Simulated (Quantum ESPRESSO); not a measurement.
## Ag4Os2AlV (input and log of a self-consistent run)

A calculation, not a measurement. The program is pw.x of Quantum ESPRESSO 7.5 (plane-wave density functional theory). The cell is made up: eight metal atoms on a hexagonal close-packed lattice, with elements, volume, strain and displacements drawn at random and not relaxed, so it may be unstable or far from any real phase. PseudoDojo standard norm-conserving files set the functional (PBE unless stated); there is no spin polarisation or spin-orbit coupling, the Fermi-Dirac width of 0.25 eV means electrons at about 2900 K, and the masses in the input are unused placeholders. Heavy elements are run without spin-orbit coupling, which real alloys of them have. A spin test at this wide smearing found no moment, but such smearing suppresses magnetism that the real alloy may have.

Input:

```
&control calculation='scf', pseudo_dir='./dojo.nc.sr.pbe.v0_5.standard.upf', outdir='./o', disk_io='medium', tprnfor=.true., tstress=.true. /
&system ibrav=0, nat=8, ntyp=4, nbnd=75, ecutwfc=84.00895049, nosym=.true., tot_charge=0,
 occupations='smearing', smearing='fd', degauss=0.0183746611
/
&electrons conv_thr=1.470e-08, electron_maxstep=70, mixing_beta=0.5 /
ATOMIC_SPECIES
Ag 1.0 Ag.upf
Al 1.0 Al.upf
Os 1.0 Os.upf
V 1.0 V.upf
CELL_PARAMETERS angstrom
-2.8069 0.0 0.0
0.0 0.0 -4.6911
0.0 -9.7235 0.0
ATOMIC_POSITIONS angstrom
Ag 0.0774 -0.0691 0.0824
Os 0.0632 -4.9119 0.0385
Al -0.0752 -3.2906 -2.4547
Ag 0.0032 -8.1588 -2.3825
V -1.4809 -2.4332 0.0243
Ag -1.3841 -7.186 0.0383
Os -1.3931 -0.8076 -2.2922
Ag -1.4224 -5.7466 -2.2996
K_POINTS automatic
8 5 3 1 1 1
```

The log is shortened where brackets say so; the opening notice, blank lines, dates and the lines on written files are dropped, and the path of the files is cut. It prints rydbergs, bohrs and kilobars, and counts compression as positive stress. Its total energy is the free energy E - TS of the whole cell.

```
     Program PWSCF v.7.5
     Parallel version (MPI & OpenMP), running on       1 processor cores
     Number of MPI processes:                 1
     Threads/MPI process:                     1
     [start-up lines left out]
     bravais-lattice index     =            0
     lattice parameter (alat)  =       5.3043  a.u.
     unit-cell volume          =     864.0141 (a.u.)^3
     number of atoms/cell      =            8
     number of atomic types    =            4
     number of electrons       =       124.00
     number of Kohn-Sham states=           75
     kinetic-energy cutoff     =      84.0090  Ry
     charge density cutoff     =     336.0358  Ry
     scf convergence threshold =      1.5E-08
     mixing beta               =       0.5000
     number of iterations used =            8  plain     mixing
     Exchange-correlation= PBE
                           (   1   4   3   4   0   0   0)
     [axes and pseudopotential details left out]
   Cartesian axes
     site n.     atom                  positions (alat units)
         1        Ag     tau(   1) = (   0.0275749  -0.0246179   0.0293562  )
         2        Os     tau(   2) = (   0.0225159  -1.7499377   0.0137162  )
         3        Al     tau(   3) = (  -0.0267911  -1.1723253  -0.8745235  )
         4        Ag     tau(   4) = (   0.0011400  -2.9066942  -0.8488012  )
         5        V      tau(   5) = (  -0.5275927  -0.8668638   0.0086572  )
         6        Ag     tau(   6) = (  -0.4931063  -2.5601197   0.0136449  )
         7        Os     tau(   7) = (  -0.4963127  -0.2877195  -0.8166304  )
         8        Ag     tau(   8) = (  -0.5067512  -2.0473120  -0.8192668  )
     number of k points=    60  Fermi-Dirac smearing, width (Ry)=  0.0184
                       cart. coord. in units 2pi/alat
        k(    1) = (  -0.0625000  -0.0481120  -0.0598346), wk =   0.0333333
        k(    2) = (  -0.0625000   0.1443359  -0.0598346), wk =   0.0333333
     [further k points left out]
     Dense  grid:    89895 G-vectors     FFT dimensions: (  32,  54, 108)
     Estimated max dynamical RAM per process >     167.55 MB
     Initial potential from superposition of free atoms
     starting charge     123.9942, renormalised to     124.0000
     Starting wfcs are   74 randomized atomic wfcs +    1 random wfcs
     total cpu time spent up to now is       23.3 secs
     per-process dynamical memory:    84.2 Mb
     Self-consistent Calculation
     iteration #  1     ecut=    84.01 Ry     beta= 0.50
     Davidson diagonalization with overlap
     ethr =  1.00E-02,  avg # of iterations =  3.0
     total cpu time spent up to now is      106.8 secs
     total energy              =   -1790.99740891 Ry
     estimated scf accuracy    <       8.88365475 Ry
     iteration #  2     ecut=    84.01 Ry     beta= 0.50
     Davidson diagonalization with overlap
     ethr =  7.16E-03,  avg # of iterations =  4.3
     total cpu time spent up to now is      221.2 secs
     total energy              =   -1786.17104274 Ry
     estimated scf accuracy    <     173.33839053 Ry
     iteration #  3     ecut=    84.01 Ry     beta= 0.50
     Davidson diagonalization with overlap
     ethr =  7.16E-03,  avg # of iterations =  5.7
     total cpu time spent up to now is      333.5 secs
     total energy              =   -1796.69015227 Ry
     estimated scf accuracy    <      10.89376672 Ry
     iteration #  4     ecut=    84.01 Ry     beta= 0.50
     Davidson diagonalization with overlap
     ethr =  7.16E-03,  avg # of iterations =  2.8
     total cpu time spent up to now is      408.9 secs
     total energy              =   -1796.71447207 Ry
     estimated scf accuracy    <       5.95447919 Ry
     iteration #  5     ecut=    84.01 Ry     beta= 0.50
     Davidson diagonalization with overlap
     ethr =  4.80E-03,  avg # of iterations =  4.2
     total cpu time spent up to now is      475.0 secs
     total energy              =   -1796.78688222 Ry
     estimated scf accuracy    <       3.39044419 Ry
     [iterations 6 to 13 left out]
     iteration # 14     ecut=    84.01 Ry     beta= 0.50
     Davidson diagonalization with overlap
     ethr =  9.19E-09,  avg # of iterations =  1.7
     total cpu time spent up to now is     1170.8 secs
     total energy              =   -1796.99293988 Ry
     estimated scf accuracy    <       0.00000248 Ry
     iteration # 15     ecut=    84.01 Ry     beta= 0.50
     Davidson diagonalization with overlap
     ethr =  2.00E-09,  avg # of iterations =  1.3
     total cpu time spent up to now is     1251.5 secs
     total energy              =   -1796.99294005 Ry
     estimated scf accuracy    <       0.00000055 Ry
     iteration # 16     ecut=    84.01 Ry     beta= 0.50
     Davidson diagonalization with overlap
     ethr =  4.44E-10,  avg # of iterations =  1.2
     total cpu time spent up to now is     1325.2 secs
     total energy              =   -1796.99294007 Ry
     estimated scf accuracy    <       0.00000024 Ry
     iteration # 17     ecut=    84.01 Ry     beta= 0.50
     Davidson diagonalization with overlap
     ethr =  1.94E-10,  avg # of iterations =  1.0
     total cpu time spent up to now is     1392.8 secs
     total energy              =   -1796.99294008 Ry
     estimated scf accuracy    <       0.00000003 Ry
     iteration # 18     ecut=    84.01 Ry     beta= 0.50
     Davidson diagonalization with overlap
     ethr =  2.20E-11,  avg # of iterations =  2.0
     total cpu time spent up to now is     1462.5 secs
     End of self-consistent calculation
     [lines on levels left out]
!    total energy              =   -1796.99294008 Ry
     estimated scf accuracy    <          2.4E-09 Ry
     smearing contrib. (-TS)   =      -0.09941600 Ry
     internal energy E=F+TS    =   -1796.89352408 Ry
     The total energy is F=E-TS. E is the sum of the following terms:
     one-electron contribution =    -889.46933587 Ry
     hartree contribution      =     511.89235859 Ry
     xc contribution           =    -292.72553372 Ry
     ewald contribution        =   -1126.59101309 Ry
     convergence has been achieved in  18 iterations
     Forces acting on atoms (cartesian axes, Ry/au):
     atom    1 type  1   force =    -0.01413703    0.00788945   -0.02037265
     atom    2 type  3   force =    -0.00838116    0.14280872   -0.00348648
     atom    3 type  2   force =     0.00343984    0.01786840    0.02665525
     atom    4 type  1   force =    -0.00060694   -0.00211097    0.02277923
     atom    5 type  4   force =     0.00394856   -0.02010027   -0.02093391
     atom    6 type  1   force =     0.00493180   -0.05945419   -0.01130938
     atom    7 type  3   force =     0.00422115   -0.12295411    0.00673946
     atom    8 type  1   force =     0.00658377    0.03605297   -0.00007152
     Total force =     0.209256     Total SCF correction =     0.000248
     Computing stress (Cartesian axis) and pressure
          total   stress  (Ry/bohr**3)                   (kbar)     P=       -6.83
   0.00001781  -0.00009475  -0.00000661            2.62      -13.94       -0.97
  -0.00009475  -0.00007247  -0.00002842          -13.94      -10.66       -4.18
  -0.00000661  -0.00002842  -0.00008467           -0.97       -4.18      -12.46
     init_run     :     21.34s CPU     23.22s WALL (       1 calls)
     electrons    :   1397.47s CPU   1439.22s WALL (       1 calls)
     forces       :     16.72s CPU     17.01s WALL (       1 calls)
     stress       :     62.96s CPU     64.73s WALL (       1 calls)
     [timing details left out]
     PWSCF        :  24m59.03s CPU  25m46.63s WALL
     JOB DONE.
```

In other units: free energy -24449.334 eV for the cell, pressure -0.68 GPa, largest force component 3.672 eV/Å in size. The run took 1548 s of wall time with one process on a shared machine (AMD EPYC, Zen 5, virtual cores), so the time is rough. A rerun of this cell at a higher cutoff and on a denser mesh moved values by no more than 0.010 eV in energy, 0.16 GPa in stress and 0.020 eV/Å in force, and a second program with other atomic files agreed on that cell to 2 % rms in force and 0.5 GPa in pressure.